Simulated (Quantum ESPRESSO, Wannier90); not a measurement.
InHO₂ (Pmn2₁): Wannier90 run

```
begin unit_cell_cart
ang
    3.2985000000    0.0000000000    0.0000000000
    0.0000000000    4.5905200000    0.0000000000
    0.0000000000    0.0000000000    5.3021300000
end unit_cell_cart
begin atoms_frac
In   0.0000000000 -0.2720600000  0.0003500000
In   0.5000000000  0.2720600000 -0.4996500000
H    0.0000000000 -0.1989000000  0.4791100000
H    0.5000000000  0.1989000000 -0.0208900000
O    0.0000000000 -0.4771800000 -0.3614900000
O    0.5000000000  0.4771800000  0.1385100000
O    0.0000000000 -0.0184200000  0.3640300000
O    0.5000000000  0.0184200000 -0.1359700000
end atoms_frac
```

Cell from Materials Project (mp-504535), symmetrised, no further relaxation. COD (Crystallography Open Database) has an entry of this formula and space group (matched by these alone). Computed values, not measurements, from PBEsol: Quantum ESPRESSO (norm-conserving PseudoDojo potentials, cutoff 68 Ry, spinors with spin-orbit coupling) on a Γ-centred 6×4×4 mesh, then Wannier90. Density: 10×8×6 mesh, Gaussian smearing 0.01 Ry.

A tight-binding model is made by disentanglement and projection with no localisation steps (num_iter = 0), so the 52 orbitals stay atom-like: hydrogen-like In: s;p; H: s; O: s;p, axes along x, y, z; frozen window up to 3.42 eV relative to the valence-band maximum. It follows pw.x to 0.6 meV rms for states up to 2.9 eV relative to the valence-band maximum. Matrix elements depend on this choice of orbitals and windows. Bands 9–16 (In 4d 96 %), 17–28 (In 4d 94 %) lie between the kept ones and are excluded.

What are the on-site energies relative to the valence-band maximum, and how fast do the hoppings decay?


```csv
atom,orbitals,energy (eV)
In1,s↑ s↓,4.09
In1,pz↑ pz↓,10.26
In1,px↑ px↓,10.81
In1,py↑ py↓,9.70
In2,s↑ s↓,4.09
In2,pz↑ pz↓,10.26
In2,px↑ px↓,10.81
In2,py↑ py↓,9.70
H3,s↑ s↓,6.47
H4,s↑ s↓,6.47
O5,s↑ s↓,-15.60
O5,pz↑ pz↓,-0.72
O5,px↑ px↓,-0.78
O5,py↑ py↓,-0.60
O6,s↑ s↓,-15.60
O6,pz↑ pz↓,-0.72
O6,px↑ px↓,-0.78
O6,py↑ py↓,-0.60
O7,s↑ s↓,-14.78
O7,pz↑ pz↓,-1.56
O7,px↑ px↓,-1.45
O7,py↑ py↓,-1.66
O8,s↑ s↓,-14.78
O8,pz↑ pz↓,-1.56
O8,px↑ px↓,-1.45
O8,py↑ py↓,-1.66
```

| distance of the centres (Å) | largest modulus (eV) |
|---|---|
| 1–2 | 7.8 |
| 2–3 | 1.9 |
| 3–4 | 0.99 |
| 4–5 | 0.17 |
| 5–6 | 0.068 |
| 6–7 | 0.038 |
| 7–8 | 0.0091 |
| 8–9 | 0.0062 |
